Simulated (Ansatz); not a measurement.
Pd (fcc, Cu type)

```yaml
crystal:
  lattice:
    - [0.00000, 1.97138, 1.97138]
    - [1.97138, 0.00000, 1.97138]
    - [1.97138, 1.97138, 0.00000]
  atoms:
    - { symbol: Pd, position: [0.00000, 0.00000, 0.00000] }
```

The slice is a {111} plane (indices of the conventional cell) through the point (0.000, 0.000, 0.000) (fractional), spanned by u = [100] and v = [-1 2 0] in vectors of this cell: u (2.79 Å) and v (4.83 Å, at 90° to u). It covers one period; positions are fractions (u, v).

All values below come from PBE (plane waves to 420 eV, PAW, scalar-relativistic; Ansatz, a program for electronic structure). k mesh 20×20×20. These are valence fields of a PAW run, semicore shells included where kept as valence: close to a nucleus they are smooth pseudo fields. Pd is run without spin polarisation. Pd was relaxed with its symmetry unable to fall.

Question: What is the valence density on the shortest Pd–Pd line in this plane (2.79 Å), at its midpoint?

Answer: 0.28 e/Å³.

Question: What is the ELF at the midpoint of the shortest Pd–Pd line in this plane (2.79 Å)?

Answer: 0.20.

Question: Sketch the valence electron density on this plane as a map.

Answer: 
```
|998631013689|
|887420002478|
|654210001245|
|322100000122|
|100000100000|
|000122322100|
|001245654210|
|002478887420|
|013689998631|
|013689998631|
|013689998631|
|002478887420|
|001245654210|
|000122322100|
|100000100000|
|322100000122|
|654210001245|
|887420002478|
|998631013689|
|998631013689|
```
Scale: ten equal steps from -0.69 (start of '0') to 1.14 (end of '9'), in the order '0123456789'. Values: log₁₀ of the valence density in e/Å³. The map has 12 points along u (one character each, u = 0 at the left) and 20 along v (v = 0 in the bottom row). The scale is logarithmic, as a density can span decades between atoms and voids.
